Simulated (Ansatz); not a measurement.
**Fields on a plane of Zr (hcp, Mg type)**

```yaml
crystal:
  lattice:
    - [3.18422, 0.00000, 0.00000]
    - [-1.59211, 2.75761, 0.00000]
    - [0.00000, 0.00000, 5.11671]
  atoms:
    - { symbol: Zr, position: [0.33333, 0.66667, 0.75000] }
    - { symbol: Zr, position: [0.66667, 0.33333, 0.25000] }
```

The slice is a (0001) plane (indices of the conventional cell) through the point (0.333, 0.667, 0.750) (fractional), spanned by u = [110] and v = [1 -1 0] in vectors of this cell: u (3.18 Å) and v (5.52 Å, at 90° to u). It covers one period; positions are fractions (u, v).

Atoms on it: Zr at (0.00, 0.00); Zr at (0.50, 0.50).

All values below come from PBEsol (plane waves to 420 eV, PAW, scalar-relativistic; Ansatz, an electronic-structure program). k mesh 17×17×9. These are valence fields of a PAW run, semicore shells included where kept as valence: close to a nucleus they are smooth pseudo fields. Zr is run without spin polarisation. Zr was relaxed with its symmetry unable to fall.

| v \ u | 0.00 | 0.14 | 0.29 | 0.43 | 0.57 | 0.71 | 0.86 |
|---|---|---|---|---|---|---|---|
| 0.88 | 0.4 | 0.1 | -0.5 | -0.7 | -0.7 | -0.5 | 0.1 |
| 0.75 | -0.8 | -0.8 | -0.7 | -0.6 | -0.6 | -0.7 | -0.8 |
| 0.62 | -0.8 | -0.7 | -0.2 | 0.3 | 0.3 | -0.2 | -0.7 |
| 0.50 | -0.7 | -0.5 | 0.4 | 0.6 | 0.6 | 0.4 | -0.5 |
| 0.38 | -0.7 | -0.6 | -0.2 | 0.3 | 0.3 | -0.2 | -0.6 |
| 0.25 | -0.6 | -0.7 | -0.8 | -0.8 | -0.8 | -0.8 | -0.7 |
| 0.12 | 0.4 | 0.1 | -0.5 | -0.8 | -0.8 | -0.5 | 0.1 |
| 0.00 | 0.4 | 0.6 | 0.0 | -0.7 | -0.7 | 0.0 | 0.6 |

Values: log₁₀ of the valence density in e/Å³. The scale is logarithmic, as a density can span decades between atoms and voids.

```
|xxxxx05750xxxx|
|xxxx0268620xxx|
|xxxx0589850xxx|
|xx00479997400x|
|00146889886410|
|55566666666655|
|77754200024577|
|886300xxx00368|
|8740xxxxxxx047|
|7610xxxxxxx016|
|650xxxxxxxxx05|
|640xxxxxxxxx04|
|750xxxxxxxxx05|
|8620xxxxxxx026|
|9850xxxxxxx058|
|997400xxx00479|
|98864100014688|
|66666555556666|
|00245777775420|
|xx00368886300x|
|xxxx0478740xxx|
|xxxx0167610xxx|
|xxxxx05650xxxx|
|xxxxx04640xxxx|
```
Scale: ten equal steps from 2.00 (start of '0') to 10.47 (end of '9'), in the order '0123456789'. Values: electrostatic potential energy of an electron, from the cell's mean, in eV. The map has 14 points along u (one character each, u = 0 at the left) and 24 along v (v = 0 in the bottom row). Points within 1 Å of a nucleus are blanked (x), as the pseudised field means little there. Values under 2 eV are set to 2. The zero, the cell's mean, hangs on the PAW cores.

The density on the Zr–Zr line (3.18 Å) at its midpoint is 0.18 e/Å³ and the ELF at that point is 0.23.
